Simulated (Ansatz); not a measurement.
Where the states of Al lie

Space group Fm-3m (No. 225). a = 4.048 Å, b = 4.048 Å, c = 4.048 Å, α = 90.00°, β = 90.00°, γ = 90.00°
```json
{"atom": "Al", "site": "4a", "symmetry": "m-3m", "x": "0.0000", "y": "0.0000", "z": "0.0000"}
```

The runs use the primitive cell with vectors (0.000, 2.024, 2.024), (2.024, 0.000, 2.024), (2.024, 2.024, 0.000) Å, to which the k mesh refers.

The structure is cubic, space group Fm-3m (No. 225). Conventional cell: a = 4.048 Å, b = 4.048 Å, c = 4.048 Å, α = 90.00°, β = 90.00°, γ = 90.00°. Around Al (site symmetry m-3m) lie 12 Al at 2.86 Å.

The cell is COD entry 4313206, as deposited and not checked against the literature; nothing was relaxed.

Theory: DFT, PBEsol, all-electron LAPW, scalar-relativistic in Ansatz 0.2.0.

The runs use a Γ-centred 14×14×14 k mesh, Fermi–Dirac smearing of 0.05 eV, basis error target 1 meV/atom, no spin polarisation.

States per eV and cell, averaged over 0.6 eV, from -11.2 to 4.8 eV, with energies (bin centres) from the Fermi level; empty bins are left out. 

| E (eV) | total |
| --- | --- |
| -11.0 | 0.02 |
| -10.4 | 0.09 |
| -9.8 | 0.13 |
| -9.2 | 0.16 |
| -8.6 | 0.18 |
| -8.0 | 0.21 |
| -7.4 | 0.23 |
| -6.8 | 0.25 |
| -6.2 | 0.27 |
| -5.6 | 0.29 |
| -5.0 | 0.32 |
| -4.4 | 0.32 |
| -3.8 | 0.32 |
| -3.2 | 0.38 |
| -2.6 | 0.37 |
| -2.0 | 0.34 |
| -1.4 | 0.36 |
| -0.8 | 0.41 |
| -0.2 | 0.38 |
| 0.4 | 0.42 |
| 1.0 | 0.42 |
| 1.6 | 0.44 |
| 2.2 | 0.45 |
| 2.8 | 0.47 |
| 3.4 | 0.48 |
| 4.0 | 0.49 |
| 4.6 | 0.52 |
